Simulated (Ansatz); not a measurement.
A relaxed structure of TiAl$_{3}$ is spoiled in several ways and relaxed again each time (noise and exchanges are one random draw each; squeezed and stretched starts keep its symmetry, which their runs cannot lower; pressure is positive under compression). The numbers are results of PBEsol (plane waves to 420 eV, PAW, scalar-relativistic; Ansatz, a first-principles code), not measurements.

Space group I4/mmm (No. 139); a = 3.816 Å, b = 3.816 Å, c = 8.551 Å, α = 90.00°, β = 90.00°, γ = 90.00°

| atom | site | symmetry | x | y | z |
|---|---|---|---|---|---|
| Al | 2b | 4/mmm | 0.0000 | 0.0000 | 0.5000 |
| Al | 4d | -4m2 | 0.0000 | 0.5000 | 0.2500 |
| Ti | 2a | 4/mmm | 0.0000 | 0.0000 | 0.0000 |
(The calculation used a cell of 4 atoms; values per cell refer to that cell.)

```csv
change,first pressure (GPa),largest first force (eV/Å),released (eV/atom),moves,outcome,final group,E − E(parent) (eV/atom)
stretched uniformly to 150 % of its volume,-19.1,0.00,0.67,9,returns to the parent,I4/mmm,0.00
with every coordinate shifted by Gaussian noise of σ = 0.3 Å,–,–,2.4,9,returns to the parent,I4/mmm,0.00
squeezed uniformly to 70 % of its volume,80.1,0.00,0.87,11,returns to the parent,I4/mmm,0.00
```

First-step values come from each run's starting, coarser k-mesh (11×11×11, 9×9×12, 13×13×13). Each cell has its own k-point mesh; energy differences are given only to the digits this allows. No spin polarisation in the result.
